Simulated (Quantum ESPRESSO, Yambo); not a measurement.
**Quasiparticle gap of SnO monolayer at +2 % uniaxial strain**

```
CELL_PARAMETERS angstrom
      3.86068     0.00000     0.00000
      0.00000     3.78498     0.00000
      0.00000     0.00000    15.30000
ATOMIC_POSITIONS crystal
  O  0.00000 0.50000 0.99867
  O  0.50000 0.00000 0.00133
  Sn 0.00000 0.00000 0.07568
  Sn 0.50000 0.50000 0.92432
```

The PBEsol cell relaxed from Materials Project entry mp-2097 was given a uniaxial strain of +2 % along x, the other axes held, and the atoms were relaxed again, with the Coulomb interaction truncated along z.

Starting point: norm-conserving PBE (stringent potentials; Quantum ESPRESSO, 102 Ry, without SOC). G0W0 in Yambo: 4×4×1 Γ-centred k mesh, bands 9 to 158 and a 8 Ry block in the screening, 158 bands in G with the Bruneval-Gonze terminator, plasmon pole fitted at 27.2 eV, slab-truncated Coulomb interaction, stochastic integration of W near q = 0.

```yaml
PBE gap along the band path: 3.05 eV
PBE gap between the mesh's edge points ((0, 0.25) → Γ): 3.07 eV
G0W0 gap between the same points: 5.18 eV
PBE smallest direct gap on the mesh (at Γ): 3.13 eV
G0W0 direct gap at that point: 5.27 eV
smallest G0W0 gap among all computed states (the edges move to other k points): 5.12 eV
```

| k point | band | E PBE (eV) | E QP (eV) | shift (eV) | Z |
|---|---|---|---|---|---|
| Γ | VB | -0.05 | -1.04 | -0.99 | 0.79 |
| Γ | CB | 3.07 | 4.22 | 1.15 | 0.84 |
| (0, 0.25) | VB | 0.00 | -0.96 | -0.96 | 0.79 |
| (0, 0.25) | CB | 4.04 | 5.07 | 1.03 | 0.83 |
| (-0.5, 0) | VB | -0.58 | -1.62 | -1.05 | 0.79 |
| (-0.5, 0) | CB | 3.26 | 4.16 | 0.90 | 0.82 |

Energies count from the PBE valence-band maximum.

Convergence of the G0W0 settings was not tested.

Spin-orbit splittings are left out.

This is a model layer cut from the bulk structure; whether it is stable on its own was not checked.
